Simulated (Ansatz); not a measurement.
Trial structure of SrAgI₃, not yet relaxed:

```
CELL_PARAMETERS angstrom
5.73467 0.00000 0.00000
-2.86733 4.96637 0.00000
0.00000 0.00000 8.01430
ATOMIC_POSITIONS crystal
Sr 0.00000 0.00000 0.50000
Ag 0.00000 0.00000 0.00000
I 0.50000 0.00000 0.50000
I 0.00000 0.50000 0.50000
I 0.50000 0.50000 0.50000
```

The calculation used DFT PBE, scalar-relativistic, plane waves, PAW (Ansatz 0.2.0). Plane waves to 420 eV, a k mesh through Γ of 6×6×2 on the computed 5-atom cell and Gaussian smearing (0.10 eV); no spin polarisation.

The zero of energy is the elements' standard structures at the same level; no fitted shifts are applied.

Question: Estimate its pressure, forces and energy as it stands.

Answer: The pressure is 16.2 GPa (the mean over three directions, positive in compression), the largest force is 0.00 eV/Å (symmetry fixes the atoms), and the energy is +0.96 eV/atom against the elements. The shortest distance is 2.87 Å.

Question: Is it a good guess?

Answer: A poor one: relaxing gains about 1.2 eV/atom (the start's value is from the coarse mesh, so the gain is rough) in 18 ionic steps and ends at −0.24 eV/atom on the finer mesh. The symmetry stays P6/mmm (No. 191). The volume per atom grows by 18.1 %, from 45.7 to 53.9 Å³. The shortest distance goes from 2.87 Å (Sr–I and I–I) to 3.19 Å (Sr–Ag). The ratio c/a of the conventional cell changes by a factor of 0.65. Conventional cell: a = 6.985 Å, c = 6.379 Å. Around Sr lie 2 Ag at 3.19 Å and 6 I at 3.49 Å; Ag has 2 Sr at 3.19 Å; around I lie 2 Sr at 3.49 Å and 4 I at 3.49 Å.

The last run used a 6×6×6 mesh for its 5-atom cell and Gaussian smearing of 0.10 eV. Spin–orbit coupling, which can matter for I, is left out. The cell is a metal run without spin; a magnetic state may lie lower. The reference form of I is held partly by dispersion forces, which this level lacks. The relaxation can't lower the symmetry of the start, and the grade says only how near the guess is to its own end. A structure relaxed within its symmetry needn't be a true minimum. Another cell of SrAgI3 relaxed alike, in Cm, lies 0.79 eV/atom lower, so this cell isn't the stable form at this level.
